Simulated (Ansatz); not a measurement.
A 6-atom cell of WSe₂ (P6_3/mmc) from a materials database at its r2SCAN+rVV10 geometry, run in Ansatz 0.2.0 at 4 levels of theory. No magnetic order and no zero-point or thermal motion.

The PBE+SOC input:
```yaml
crystal:
  lattice:
    - [3.2996683586, 0.0, 0.0]
    - [-1.6498341793, 2.8575966226, 0.0]
    - [0.0, 0.0, 13.1485345606]
  atoms:
    - { symbol: W, position: [0.6666666667, 0.3333333333, 0.75] }
    - { symbol: W, position: [0.3333333333, 0.6666666667, 0.25] }
    - { symbol: Se, position: [0.3333333333, 0.6666666667, 0.8766615406] }
    - { symbol: Se, position: [0.6666666667, 0.3333333333, 0.3766615406] }
    - { symbol: Se, position: [0.3333333333, 0.6666666667, 0.6233384594] }
    - { symbol: Se, position: [0.6666666667, 0.3333333333, 0.1233384594] }
kpoints:
  mp_grid: { grid: [12, 12, 2] }
  band_path:
    path:
      - [0.0, 0.0, 0.0]
      - [0.5, 0.0, 0.0]
      - [0.3333333333, 0.3333333333, 0.0]
      - [0.0, 0.0, 0.5]
      - [0.5, 0.0, 0.5]
      - [0.3333333333, 0.3333333333, 0.5]
      - [0.179687, 0.179688, 0.0]
    npoints: 1
hamiltonian:
  xc: pbe
scf:
  occupations: { method: fermi_dirac, width: 0.02 }
  n_extra_bands: 10
magnetization:
  noncollinear: true
  spin_orbit: true
output:
  forces: true
  stress: true
  eigenvalues: true
```

Main results, then, where recorded, the levels near the gap in eV from the Fermi energy (columns number the bands from 0), one row a point of the path (Γ, M, K, A, L, H, K–Γ (0.46)):
```
Crystal: 6 atoms, lattice volume = 123.979 Å³
Symmetry: 24 space group operations + 24 with time reversal
Magnetic group: BNS 194.264 (UNI 1494)
```
```
Basis set: ecut = 420 eV, 2479 PW (Γ)
Bands: 102, of which v1, the nominal top of the filled ones, is band 92 counted from 1 (91 counted from 0)
k-points: 38 of 288
Free energy (F): -42699.098767 eV
Fermi energy:    13.126749 eV
--- Forces (eV/Å), atoms counted from 1 ---
  atom   1  W       0.00000      0.00000      0.00000
  atom   2  W       0.00000      0.00000      0.00000
  atom   3  Se      0.00000      0.00000      0.28375
  atom   4  Se      0.00000      0.00000      0.28375
  atom   5  Se      0.00000      0.00000    -0.28375
  atom   6  Se      0.00000      0.00000    -0.28375
--- Stress (GPa, compression-positive) ---
        2.808046       0.000000       0.000000
        0.000000       2.808046       0.000000
        0.000000       0.000000       4.470707
  P = ⅓ Tr σ = 3.3623 GPa (33.623 kbar)
```
```tsv
band_82	band_83	band_84	band_85	band_86	band_87	band_88	band_89	band_90	band_91	band_92	band_93	band_94	band_95	band_96	band_97
-1.920	-1.920	-1.875	-1.875	-1.694	-1.694	-1.454	-1.454	-0.468	-0.468	1.945	1.945	1.988	1.988	2.170	2.170
-2.950	-2.950	-2.001	-2.001	-1.964	-1.964	-1.673	-1.673	-1.595	-1.595	1.483	1.483	1.510	1.510	1.902	1.902
-4.164	-4.164	-3.136	-3.136	-3.034	-3.034	-1.077	-1.077	-0.569	-0.569	0.712	0.712	0.759	0.759	1.535	1.535
-2.270	-2.270	-1.898	-1.898	-1.898	-1.898	-0.699	-0.699	-0.699	-0.699	1.961	1.961	1.961	1.961	2.212	2.212
-3.049	-3.049	-1.958	-1.958	-1.958	-1.958	-1.648	-1.648	-1.648	-1.648	1.502	1.502	1.502	1.502	2.031	2.031
-3.871	-3.871	-3.260	-3.260	-3.182	-3.182	-1.065	-1.065	-0.608	-0.608	0.722	0.722	0.758	0.758	1.981	1.981
-2.880	-2.880	-2.300	-2.300	-2.108	-2.108	-1.728	-1.728	-1.444	-1.444	0.477	0.477	1.320	1.320	1.580	1.580
```

With PBE+SOC the valence top lies at Γ and the conduction bottom at K–Γ (0.46 of the way from K), 0.95 eV higher; the smallest vertical gap, at K, is 1.28 eV.

r2SCAN. Against the first input these blocks differ (the band path and keys that only write files left aside):
```yaml
hamiltonian:
  xc: r2scan
scf:
  occupations: { method: fixed }
  n_extra_bands: 5
```
(magnetization left out)

```
Basis set: ecut = 500 eV, 3107 PW (Γ)
Bands: 51, of which v1, the nominal top of the filled ones, is band 46 counted from 1 (45 counted from 0)
k-points: 38 of 288
Free energy (F): -42710.755031 eV
Fermi energy:    12.424245 eV
--- Forces (eV/Å), atoms counted from 1 ---
  atom   1  W       0.00000      0.00000      0.00000
  atom   2  W       0.00000      0.00000      0.00000
  atom   3  Se      0.00000      0.00000    -0.03712
  atom   4  Se      0.00000      0.00000    -0.03712
  atom   5  Se      0.00000      0.00000      0.03712
  atom   6  Se      0.00000      0.00000      0.03712
--- Stress (GPa, compression-positive) ---
        1.371888       0.000000       0.000000
        0.000000       1.371888       0.000000
        0.000000       0.000000       1.218234
  P = ⅓ Tr σ = 1.3207 GPa (13.207 kbar)
```
```tsv
band_41	band_42	band_43	band_44	band_45	band_46	band_47	band_48
-1.646	-1.646	-1.286	-1.045	0.000	2.771	2.771	2.813
-2.540	-1.497	-1.459	-1.324	-1.294	2.217	2.253	2.464
-3.937	-2.715	-2.715	-0.437	-0.234	1.379	1.379	2.180
-1.669	-1.669	-1.669	-0.246	-0.246	2.778	2.778	2.778
-2.647	-1.395	-1.395	-1.378	-1.378	2.233	2.233	2.622
-3.628	-2.851	-2.851	-0.346	-0.346	1.379	1.379	2.660
-2.610	-1.870	-1.716	-1.167	-1.142	1.143	1.972	2.228
```

With r2SCAN the valence top lies at Γ and the conduction bottom at K–Γ (0.46 of the way from K), 1.14 eV higher; the smallest vertical gap, at K, is 1.61 eV. With the atoms held, the mean pressure is +1.32 GPa (compression positive).

Task: In the first input these blocks are replaced (the band path and keys that only write files left aside):
```yaml
kpoints:
  mp_grid: { grid: [6, 6, 2] }
hamiltonian:
  xc: hse06
scf:
  occupations: { method: fixed }
  n_extra_bands: 5
```
(magnetization left out)
What comes out?

Result:
```
Basis set: ecut = 420 eV, 2479 PW (Γ)
Bands: 51, of which v1, the nominal top of the filled ones, is band 46 counted from 1 (45 counted from 0)
k-points: 14 of 72
Exchange kernel: α = 0.2500, screened, ω = 0.2079 Å⁻¹, Wigner–Seitz truncation, v(0) = 1045.2291 eV·Å³, q-mesh 6×6×2
hybrid outer 1: dexx = +2.397e-2 eV, tail = 2.08e-4 eV
hybrid outer 2: dexx = +6.226e-6 eV, tail = 7.97e-8 eV, Δε = 1.89e-3 eV, ΔF = 8.70e-3 eV/Å
hybrid outer 3: dexx = +8.558e-10 eV, tail = 8.88e-10 eV, Δε = 4.39e-5 eV, ΔF = 1.95e-4 eV/Å
Free energy (F): -42657.196054 eV
Fermi energy:    12.263669 eV
--- Forces (eV/Å), atoms counted from 1 ---
  atom   1  W       0.00000      0.00000      0.00000
  atom   2  W       0.00000      0.00000      0.00000
  atom   3  Se      0.00000      0.00000    -0.24428
  atom   4  Se      0.00000      0.00000    -0.24428
  atom   5  Se      0.00000      0.00000      0.24428
  atom   6  Se      0.00000      0.00000      0.24428
--- Stress (GPa, compression-positive) ---
       -1.239509       0.000000       0.000000
        0.000000      -1.239509       0.000000
        0.000000       0.000000      -0.180646
  P = ⅓ Tr σ = -0.8866 GPa (-8.866 kbar)
```
```tsv
band_41	band_42	band_43	band_44	band_45	band_46	band_47	band_48
-1.717	-1.717	-1.401	-1.133	0.000	3.286	3.286	3.329
-2.737	-1.613	-1.583	-1.459	-1.371	2.715	2.755	2.963
-4.234	-2.921	-2.921	-0.429	-0.205	1.743	1.743	2.618
-1.742	-1.742	-1.742	-0.269	-0.269	3.292	3.292	3.292
-2.847	-1.522	-1.522	-1.476	-1.476	2.733	2.733	3.146
-3.902	-3.068	-3.068	-0.328	-0.328	1.743	1.743	3.138
-2.818	-2.031	-1.859	-1.259	-1.228	1.500	2.415	2.706
```
HSE06 gives an indirect gap of 1.50 eV, from Γ to K–Γ (0.46 of the way from K); the least direct gap is 1.95 eV at K. The mean pressure at these positions is -0.9 GPa, compression counted positive. (The program warns that its thresholds are loose for a hybrid's stress.)

DDH-PBE0. Against the first input these blocks differ (the band path and keys that only write files left aside):
```yaml
crystal:
  host: atoms
kpoints:
  mp_grid: { grid: [6, 6, 2] }
hamiltonian:
  xc:
    exchange: pbe
    correlation: pbe
    exx: { coeff: inverse_dielectric }
scf:
  occupations: { method: fixed }
  n_extra_bands: 5
```
(magnetization left out)

```
ε∞ on k-mesh 6×6×4 of a primitive cell: xx 15.0447, yy 15.0447, zz 6.7983; 3/Tr ε∞, of that cell with its empty space = 0.08132793023001986
Basis set: ecut = 420 eV, 2479 PW (Γ)
Bands: 51, of which v1, the nominal top of the filled ones, is band 46 counted from 1 (45 counted from 0)
k-points: 14 of 72
hybrid outer 1: dexx = +1.271e-3 eV, tail = 3.04e-6 eV
hybrid outer 2: dexx = +1.532e-8 eV, tail = 4.25e-9 eV, Δε = 1.76e-4 eV, ΔF = 1.17e-3 eV/Å
Free energy (F): -42650.079451 eV
Fermi energy:    12.385232 eV
--- Forces (eV/Å), atoms counted from 1 ---
  atom   1  W       0.00000      0.00000      0.00000
  atom   2  W       0.00000      0.00000      0.00000
  atom   3  Se      0.00000      0.00000      0.11229
  atom   4  Se      0.00000      0.00000      0.11229
  atom   5  Se      0.00000      0.00000    -0.11229
  atom   6  Se      0.00000      0.00000    -0.11229
--- Stress (GPa, compression-positive) ---
        1.455839       0.000000       0.000000
        0.000000       1.455839       0.000000
        0.000000       0.000000       2.943101
  P = ⅓ Tr σ = 1.9516 GPa (19.516 kbar)
```
```tsv
band_41	band_42	band_43	band_44	band_45	band_46	band_47	band_48
-1.598	-1.598	-1.240	-1.077	0.000	3.067	3.067	3.109
-2.507	-1.475	-1.436	-1.334	-1.230	2.519	2.555	2.764
-3.929	-2.682	-2.682	-0.424	-0.206	1.645	1.645	2.426
-1.621	-1.621	-1.621	-0.241	-0.241	3.075	3.075	3.075
-2.621	-1.390	-1.390	-1.333	-1.333	2.535	2.535	2.937
-3.611	-2.823	-2.823	-0.327	-0.327	1.645	1.645	2.922
-2.602	-1.836	-1.681	-1.168	-1.137	1.381	2.253	2.518
```

With DDH-PBE0 the valence top lies at Γ and the conduction bottom at K–Γ (0.46 of the way from K), 1.38 eV higher; the smallest vertical gap, at K, is 1.85 eV. With the atoms held, the mean pressure is +2.0 GPa (compression positive). The stress of a hybrid is loosely converged here.

Small level splittings and stresses of the hybrids carry the error of their coarser meshes.

Totals of different functionals, or with and without spin-orbit coupling, can't be compared.

Only the levels marked +SOC include spin-orbit coupling.

The meshes of the hybrids are coarse, so their gaps aren't converged to the digits shown.
